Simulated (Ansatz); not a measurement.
# CaGe2Pd2: levels along high-symmetry lines

```xyz
5
Lattice="-2.1546 2.1546 5.0561 2.1546 -2.1546 5.0561 2.1546 2.1546 -5.0561" Properties=species:S:1:pos:R:3 pbc="T T T"
Ca    0.0000    0.0000    0.0000
Ge    0.0000    0.0000    3.8043
Ge    0.0000    0.0000    6.3078
Pd    0.0000    2.1546    2.5280
Pd    2.1546    0.0000    2.5280
```

Atom numbers follow the list: Ca1, Ge2, Ge3, Pd4, Pd5.

The cell is the one relaxed in the Materials Project (mp-16260), not relaxed further here; entries there can be hypothetical.

Spin polarisation is left out, and whether a magnetic state lies lower isn't shown here.

Method: DFT, PBEsol, all-electron LAPW, scalar-relativistic in Ansatz 0.2.0.

The runs use a Γ-centred 11×11×11 k mesh, Fermi–Dirac smearing of 0.05 eV, basis error target 0.5 meV/atom, no spin polarisation.

Points in fractions of the reciprocal vectors of this cell: Γ (0, 0, 0), X (0, 0, 0.5), P (0.25, 0.25, 0.25), N (0, 0.5, 0), M (0.5, 0.5, -0.5), S (0.295, 0.705, -0.295), S0 (-0.295, 0.295, 0.295). The path joins them by straight lines in the order Γ–X–P–N–Γ–M–S–S0–Γ; legs that retrace an earlier one aren't tabulated. Energies are in eV from the Fermi level.

Task: Metal or insulator at this level of theory?

Result: No gap opens: metallic or semimetallic.

Task: Tabulate bands 56 to 62, counted from the lowest band of the run, along the path.

Result: 
```
k (1/Å)  point  band 56  band 57  band 58  band 59  band 60  band 61  band 62
   0.00      Γ    -1.98    -1.46    -0.67    -0.67     1.04     1.78     1.78
   0.15           -2.00    -1.80    -0.73    -0.56     0.65     1.38     2.25
   0.29           -2.35    -2.10    -0.91    -0.47     0.12     0.84     3.01
   0.44           -2.29    -2.07    -1.10    -0.45    -0.37     0.45     3.62
   0.59           -2.55    -2.11    -1.07    -0.82    -0.47     0.15     3.79
   0.74           -2.62    -2.47    -1.25    -0.80    -0.50    -0.24     3.53
   0.88           -2.74    -2.59    -1.64    -0.69    -0.53    -0.53     3.06
   1.03      X    -2.60    -2.58    -1.85    -0.90    -0.54    -0.41     2.85
   1.08           -2.60    -2.58    -1.83    -0.91    -0.53    -0.42     2.81
   1.12           -2.60    -2.58    -1.80    -0.94    -0.53    -0.43     2.72
   1.16           -2.60    -2.58    -1.74    -0.99    -0.53    -0.45     2.60
   1.21           -2.60    -2.58    -1.66    -1.06    -0.53    -0.47     2.48
   1.25           -2.58    -2.58    -1.57    -1.15    -0.52    -0.49     2.39
   1.30           -2.58    -2.56    -1.46    -1.25    -0.52    -0.50     2.33
   1.34      P    -2.58    -2.55    -1.36    -1.36    -0.51    -0.51     2.31
   1.45           -2.63    -2.53    -1.37    -1.28    -0.45    -0.41     2.36
   1.55           -2.72    -2.51    -1.38    -1.10    -0.25    -0.11     2.46
   1.65           -2.78    -2.53    -1.40    -0.83     0.12     0.31     2.52
   1.76           -2.84    -2.57    -1.42    -0.50     0.67     0.79     2.49
   1.86           -2.93    -2.57    -1.43    -0.13     1.26     1.35     2.42
   1.97           -3.06    -2.53    -1.44     0.18     1.60     2.11     2.38
   2.07      N    -3.16    -2.51    -1.44     0.31     1.73     2.33     2.73
   2.18           -3.07    -2.50    -1.44     0.33     1.26     2.45     2.84
   2.30           -2.84    -2.48    -1.45     0.36     0.69     2.00     3.07
   2.41           -2.53    -2.45    -1.52     0.34     0.34     1.64     2.71
   2.52           -2.27    -1.97    -1.67     0.18     0.28     1.50     2.40
   2.64           -1.95    -1.87    -1.33    -0.14     0.47     1.57     2.13
   2.75           -1.95    -1.63    -0.86    -0.49     0.81     1.71     1.91
   2.86      Γ    -1.98    -1.46    -0.67    -0.67     1.04     1.78     1.78
   2.95           -1.85    -1.46    -0.71    -0.71     1.07     1.87     1.87
   3.04           -1.52    -1.46    -0.80    -0.80     1.16     2.12     2.12
   3.13           -1.46    -1.06    -0.90    -0.90     1.28     2.49     2.49
   3.22           -1.46    -0.99    -0.99    -0.50     1.40     2.91     2.91
   3.31           -1.46    -1.05    -1.05     0.13     1.50     2.93     3.32
   3.40           -1.46    -1.09    -1.09     0.76     1.57     2.92     3.10
   3.48      M    -1.46    -1.10    -1.10     1.11     1.59     2.72     2.91
   3.57           -1.61    -1.26    -0.95     1.14     1.68     2.67     3.01
   3.66           -1.85    -1.64    -0.71     1.20     1.89     2.49     3.29
   3.74           -2.09    -2.06    -0.48     1.21     2.10     2.17     3.25
   3.83           -2.42    -2.33    -0.27     1.12     1.74     2.28     3.07
   3.91           -2.67    -2.56    -0.10     0.91     1.27     2.46     3.11
   4.00           -2.83    -2.78     0.05     0.62     0.80     2.68     3.30
   4.08      S    -2.99    -2.89     0.18     0.33     0.33     2.95     2.96
   4.18           -3.09    -2.85    -0.39     0.23     0.78     2.81     2.99
   4.27           -3.12    -2.70    -0.99     0.28     1.24     2.74     2.76
   4.37           -3.15    -2.54    -1.38     0.31     1.64     2.41     2.73
   4.47           -3.15    -2.54    -1.38     0.31     1.64     2.41     2.73
   4.56           -3.12    -2.70    -0.99     0.28     1.24     2.74     2.76
   4.66           -3.09    -2.85    -0.39     0.23     0.78     2.81     2.99
   4.76     S0    -2.99    -2.89     0.18     0.33     0.33     2.95     2.96
   4.88           -3.08    -2.83    -0.30    -0.01     0.36     2.37     3.32
   5.00           -2.97    -2.66    -0.90    -0.21     0.55     1.77     3.41
   5.13           -2.76    -2.43    -1.44    -0.27     0.79     1.18     3.01
   5.25           -2.21    -2.19    -1.92    -0.13     0.61     1.07     2.57
   5.37           -2.06    -2.06    -1.48     0.07     0.22     1.37     2.21
   5.50           -1.99    -1.68    -0.91    -0.41     0.71     1.65     1.94
   5.62      Γ    -1.98    -1.46    -0.67    -0.67     1.04     1.78     1.78
```
